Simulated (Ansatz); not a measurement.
NiSi: pressure against volume

NiSi, Pnma, a = 5.098 Å, b = 3.350 Å, c = 5.574 Å. Ansatz: r2SCAN, PAW, 500 eV, Γ-centred 8×10×6 mesh on 8 atoms, Gaussian smearing 0.10 eV; no spin polarisation. Shape and atoms are relaxed at each volume; pressure is positive in compression.

| V (Å³/atom) | P (GPa) |
| --- | --- |
| 11.185 | 12.76 |
| 11.542 | 5.86 |
| 11.899 | -0.01 |
| 12.256 | ? |
| 12.613 | -9.16 |

Problem. Take V0 = 11.899 Å³/atom, count pressures from its P0 = -0.01 GPa, fit the third-order Birch–Murnaghan form to the other rows, and predict the missing pressure.

Solution. With the Eulerian strain f = ½[(V0/V)^(2/3) − 1] and y = (P − P0)/[3f(1 + 2f)^(5/2)], the form is the line y = B0 + 1.5 B0 (B0′ − 4) f. Rows (f, y): 0.02106, 182.3; 0.01026, 181.3; -0.01905, 176.4. Means f = 0.004090, y = 180.00; Σ(Δf)² = 0.0008615, ΣΔfΔy = 0.1304; the slope is their ratio. y = 179.4 + 151.3 f GPa, so B0 = 179.4 GPa and B0′ = 4 + 2 × (151.3)/(3 × 179.4) = 4.56. At V = 12.256, f = -0.00976, y = 177.92 and P = -4.97 GPa. The run gave -4.98 GPa, so the fit is 0.01 GPa too high, within the rms miss on the fitted rows (0.01 GPa).

Cost: 5 runs of about 62 core-minutes in all, on Intel Xeon Processor @ 2.50GHz (Skylake/Cascade Lake) (shared hosts).